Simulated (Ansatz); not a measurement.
## SnO (litharge type, space group P4/nmm), scan of one atom of the cell

Starting cell, SnO (litharge type, space group P4/nmm):

```yaml
crystal:
  lattice:
    - [3.83710, 0.00000, 0.00000]
    - [0.00000, 3.83710, 0.00000]
    - [0.00000, 0.00000, 4.75861]
  atoms:
    - { symbol: Sn, position: [0.50000, 0.00000, 0.24344] }
    - { symbol: Sn, position: [0.00000, 0.50000, 0.75656] }
    - { symbol: O, position: [0.00000, 0.00000, 0.00000] }
    - { symbol: O, position: [0.50000, 0.50000, 0.00000] }
```

Scan: atom 3 (O, nearest neighbour Sn at 2.241 Å; its periodic images, 3.8 Å or more away, move with it) is displaced along Cartesian [110], direction (0.707, 0.707, 0.000) in Cartesian axes, by s. The other atoms stay.

These are PBE-D3(BJ) (plane waves to 420 eV, PAW, scalar-relativistic; Ansatz, an electronic-structure program) values and carry that method's errors. k mesh 10×10×8 (Γ-centred), Fermi-Dirac smearing 0.05 eV. The energy includes the smearing's −TS. Compression counts positive. With partly filled bands, energies and forces of such displacements shift with the k mesh and the smearing. F∥ is the force on the atom along that direction. At this level the bands of SnO touch or barely overlap; measurements give the solid a gap. SnO was relaxed with its symmetry unable to fall. The zero of ΔE is the undisplaced structure.

```tsv
s (Å)	ΔE (meV/cell)	F∥ (eV/Å)	P (GPa)
-0.450	854	4.133	6.0
-0.360	528	3.120	3.8
-0.270	289	2.222	2.2
-0.180	126	1.420	1.0
-0.090	31	0.691	0.2
0.000	0	0.000	0.0
0.090	31	-0.691	0.2
0.180	126	-1.420	1.0
0.270	289	-2.222	2.2
0.360	528	-3.120	3.8
0.450	854	-4.133	6.0
```

Summary:

- Energy at s = 0.450 Å: 854 meV/cell
- Force along the line at s = -0.450 Å: 4.13 eV/Å
- Symmetry of the curve: even: the same for both signs
- Shape of the curve: a single well with its minimum at or next to zero displacement
- Force constant k = d²E/ds² at s = 0 (finite differences): 7.61 eV/Å²
- Harmonic estimate at the end of the scan: ½ks² = 770 meV/cell against the computed 854 meV/cell, so the well is stiffer than harmonic there

The 11 points together took very roughly 2.5 core-minutes.

(For displaced atoms, the force is minus the slope of the energy, and its curvature is a force constant, which sets phonon frequencies.)
